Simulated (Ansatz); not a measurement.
Relaxed candidate structures of PbI2:

A. P6₃/mmc (No. 194), hP6, AFLOW prototype AB2_hP6_194_c_f (C7, as in MoS2); a = b = 4.381 Å, c = 15.022 Å, α = β = 90.00°, γ = 120.00°; Pb 2d (0.667, 0.333, 0.250); I 4f (0.333, 0.667, 0.115)

B. P6/mmm (No. 191), hP3; a = 5.717 Å, b = 5.717 Å, c = 3.703 Å, α = 90.00°, β = 90.00°, γ = 120.00°; I 2d (0.333, 0.667, 0.500); Pb 1a (0.000, 0.000, 0.000)

C. P4₂/mmc (No. 131), tP6; a = 4.606 Å, b = 4.606 Å, c = 11.283 Å, α = 90.00°, β = 90.00°, γ = 90.00°; I 2c (0.000, 0.500, 0.000); I 2f (0.500, 0.500, 0.250); Pb 2d (0.500, 0.000, 0.000)

D. P2₁/c (No. 14), mP12, AFLOW prototype A2B_mP12_14_2e_e (C43, as in ZrO2); a = 7.4992 Å, b = 8.0929 Å, c = 7.8548 Å, α = γ = 90.00°, β = 97.66°; Pb 4e (0.290, 0.057, 0.176); I 4e (0.094, 0.384, 0.296); I 4e (0.581, 0.274, 0.003)

E. Pnnm (No. 58), oP6, AFLOW prototype AB2_oP6_58_a_g (as in Fe2C); a = 7.254 Å, b = 7.656 Å, c = 4.662 Å, α = 90.00°, β = 90.00°, γ = 90.00°; Pb 2c (0.000, 0.500, 0.000); I 4g (0.244, 0.151, 0.000)

F. P-3m1 (No. 164), hP3, CdI2 type; a = b = 4.543 Å, c = 7.069 Å, α = β = 90.00°, γ = 120.00°; Pb 1a (0.000, 0.000, 0.000); I 2d (0.333, 0.667, 0.263)

Q: Put the candidates in order of energy per atom, lowest first, for PBEsol (plane waves to 420 eV, PAW, scalar-relativistic; Ansatz, a first-principles code).

A: F (reference, the lowest among the structures calculated here), D (+29 meV/atom), E (+43 meV/atom), A (+74 meV/atom), C (+319 meV/atom), B (+0.69 eV/atom)

Q: Give each candidate's band gap.

A: No gap: B. A: 2.05 eV (no spin-orbit coupling); C: 0.31 eV (no spin-orbit coupling); D: 2.07 eV (no spin-orbit coupling); E: 2.02 eV (no spin-orbit coupling); F: 2.16 eV (no spin-orbit coupling).

Each run could gain symmetry but not lose that of its start, so entries can be saddle points. From databases, or of a type measured for this composition: P-3m1, hP3, CdI2 type; the others are generated cells (placed on structure types, drawn at random, substituted or restacked) that were not matched to a known phase here. Energies are at zero temperature and pressure, without zero-point motion. No spin polarisation in the result. Spin-orbit coupling is missing; with elements this heavy it can move band edges by tenths of an eV or more. Gaps of cells over 8 atoms come from the SCF mesh and high-symmetry points alone.
